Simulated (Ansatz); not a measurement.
## ZrGe: from a starting cell to a relaxed one

The start is a generated cell, ZrGe placed in the FeB structure type. The cell and all atomic positions are relaxed at zero pressure with r2SCAN (plane waves to 500 eV, PAW, scalar-relativistic; Ansatz, a first-principles code). The first steps use a coarse 3×5×4 k-mesh.

Input geometry:
```
ZrGe
1.0
    8.10574     0.00000     0.00000
    0.00000     4.34583     0.00000
    0.00000     0.00000     5.97846
Zr Ge
4 4
Cartesian
  1.45903   1.08646   0.74731
  2.59384   3.25937   3.73654
  6.64671   3.25937   5.23116
  5.51190   1.08646   2.24192
  0.29181   1.08646   3.64686
  3.76106   3.25937   0.65763
  7.81394   3.25937   2.33160
  4.34468   1.08646   5.32083
```

### Question
How large is the pressure on the unrelaxed cell, and of which sign?

### Answer
-20 GPa (negative: the cell is under tension).

### Question
What is the largest force in the starting geometry, and on which atom (counted from 1)?

### Answer
About 1.4 eV/Å, on Ge5, Ge6, Ge7, Ge8 (atoms numbered as listed).

### Question
By how much does the energy per atom fall from start to end?

### Answer
0.80 eV/atom.

### Question
How does the volume per atom move from start to end?

### Answer
-28.6 %, from 26.32 to 18.80 Å³/atom.

### Question
How do the shortest distances between atoms change?

### Answer
The closest pairs of elements (up to four, under 3.6 Å), start → end: Ge–Ge 2.61 → 2.65 Å; Ge–Zr 3.13 → 2.75 Å; Zr–Zr 3.87 → 3.49 Å.

### Question
What does it relax into? Give the structure.

### Answer

Space group Pnma (No. 62); a = 7.101 Å, b = 3.916 Å, c = 5.410 Å, α = β = γ = 90.00°

```
atom  site  symmetry       x       y       z
----  ----  --------  ------  ------  ------
Zr      4c       .m.  0.3228  0.2500  0.3687
Ge      4c       .m.  0.0477  0.7500  0.3472
```

The space group stays Pnma (No. 62) (the run could not lower it), with 8 atoms in the primitive cell. Final values are on a 7×12×9 k-mesh of the relaxed cell. No spin polarisation in the result.

The run could not lose the symmetry of its start.

The first start was generated by placing the elements on the sites of a structure type. Materials Project lists a structure of ZrGe in the same space group, Pnma (No. 62); the sites were not compared with it, nor with measured phases.
